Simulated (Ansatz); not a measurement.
Kick test of a cell of BeGa2C2

The cell was found from a structure generator's guess, not taken from experiment.

Method: DFT PBE, scalar-relativistic, plane waves, PAW (Ansatz). Settings: cutoff 420 eV, Γ-centred mesh 14×14×6 on the computed 5-atom cell, Gaussian smearing of 0.10 eV; no spin polarisation.

The cell below (5 atoms, space group Cmmm (No. 65)) is relaxed within its symmetry.

```
Be Ga C
1.0
     1.64098   -2.41315    0.00000
     1.64098    2.41315    0.00000
     0.00000    0.00000    8.39700
Be Ga C
1 2 2
Direct
  0.50000 0.50000 0.00000
  0.00000 0.00000 0.67269
  0.00000 0.00000 0.32731
  0.00000 0.00000 0.07978
  0.00000 0.00000 0.92022
```

For the test a repeat of it with 10 atoms (edges 2.92, 5.48, 8.40 Å) was strained at random (σ = 1.5 % a component), the atoms were moved at random (σ = 0.15 Å), and all was relaxed again on a coarse 8×4×4 mesh (in the run’s order of axes) with 0.20 eV smearing, with no symmetry imposed.

Problem. Is the structure stable against such a distortion?

Solution. It doesn't return. The energy falls by 169 meV/atom on that mesh, the volume changes by -2.3 %, and the end has space group Amm2 (No. 38) at a loose tolerance. Relaxed again on a 6×14×14 mesh with 0.10 eV smearing, the new structure lies 168 meV/atom below the first (mesh in the axes of the run's cell; the cell below is made exact in the group named). Space group P-6m2 (No. 187), hexagonal, a = 2.983 Å, c = 8.422 Å. Around Be lie 6 C at 1.85 Å; around Ga lies 1 C at 2.08 Å; around C lie 1 C at 1.34 Å, 3 Be at 1.85 Å and 1 Ga at 2.08 Å.

Space group P-6m2 (No. 187). a = 2.983 Å, b = 2.983 Å, c = 8.422 Å, α = 90.00°, β = 90.00°, γ = 120.00°
```
atom  site  symmetry       x       y       z
  Be    1a      -6m2  0.0000  0.0000  0.0000
  Ga    2i       3m. 0.6667  0.3333  0.3261
   C    2i       3m. 0.6667  0.3333  0.9204
```
